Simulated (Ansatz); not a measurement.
A relaxed cell of Ga₄O is given with its symmetry left out. The cell was found from a structure generator's guess, not taken from experiment.

All numbers below come from DFT PBE, scalar-relativistic, plane waves, PAW in Ansatz. Cutoff 420 eV, Γ-centred mesh, Gaussian smearing, no spin polarisation.

```
CELL_PARAMETERS angstrom
0.00000 4.50192 4.50192
4.50192 0.00000 4.50192
4.50192 4.50192 0.00000
ATOMIC_POSITIONS crystal
Ga 0.12500 0.12500 0.12500
Ga 0.12500 0.12500 0.62500
Ga 0.12500 0.62500 0.12500
Ga 0.62500 0.12500 0.12500
Ga 0.62500 0.62500 0.62500
Ga 0.62500 0.62500 0.12500
Ga 0.62500 0.12500 0.62500
Ga 0.12500 0.62500 0.62500
O 0.75000 0.75000 0.75000
O 0.50000 0.50000 0.50000
```

The zero of energy is the elements' standard structures at the same level (O₂ as a molecule); no fitted shifts are applied.

**Question.** Find its symmetry and describe it.

**Answer.** Fd-3m (No. 227). Conventional cell: a = 9.004 Å. Ga on its first site is surrounded by 12 Ga at 3.18 Å; Ga on its second site has 2 O at 1.95 Å and 12 Ga at 3.18 Å; O is surrounded by 4 Ga at 1.95 Å.

**Question.** What is its formation energy per atom?

**Answer.** −0.08 eV/atom.

**Question.** Is it a metal?

**Answer.** Yes, bands cross the Fermi level on the 8×8×8 mesh.

The last run used an 8×8×8 mesh for its 10-atom cell and Gaussian smearing of 0.10 eV. Symmetry constrained the relaxation, so the result can be a saddle point. Another cell of Ga4O relaxed alike, in P-6m2, lies 140 meV/atom lower, so this cell isn't the stable form at this level.
